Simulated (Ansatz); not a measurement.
BaN2 in space group C2/c (No. 15; Ba on 4e, N on 8f) at seven volumes, r²SCAN (plane waves, PAW; program Ansatz), shape and atoms relaxed at each. One row is withheld.

| V (Å³/atom) | P (GPa) |
|---|---|
| 16.800 | 6.68 |
| 17.354 | ? |
| 17.908 | 1.84 |
| 18.462 | 0.00 |
| 19.015 | -1.52 |
| 19.569 | -2.78 |
| 20.123 | -3.82 |

Fit the shown pressures and predict the withheld one.

Third-order Birch–Murnaghan: P = (3/2)B₀(x^(7/2) − x^(5/2))[1 + (3/4)(B′ − 4)(x − 1)] with x = (V₀/V)^(2/3). Least squares on the six rows gives V₀ = 18.463 Å³/atom, B₀ = 55.46 GPa, B′ = 5.16. At V = 17.354, x = 1.0422 and P = 4.03 GPa. The run itself gave 4.05 GPa.

The first step of the workflow began from a Materials Project structure, measured or hypothetical; the Crystallography Open Database copy checked does not list it. Its standing as an ambient phase is unchecked. The r²SCAN relaxation kept the symmetry of its start; its stability against distortions is not shown here. Spin–orbit coupling is left out wherever it is not named.

Potentials: the later of the program's two PAW sets.
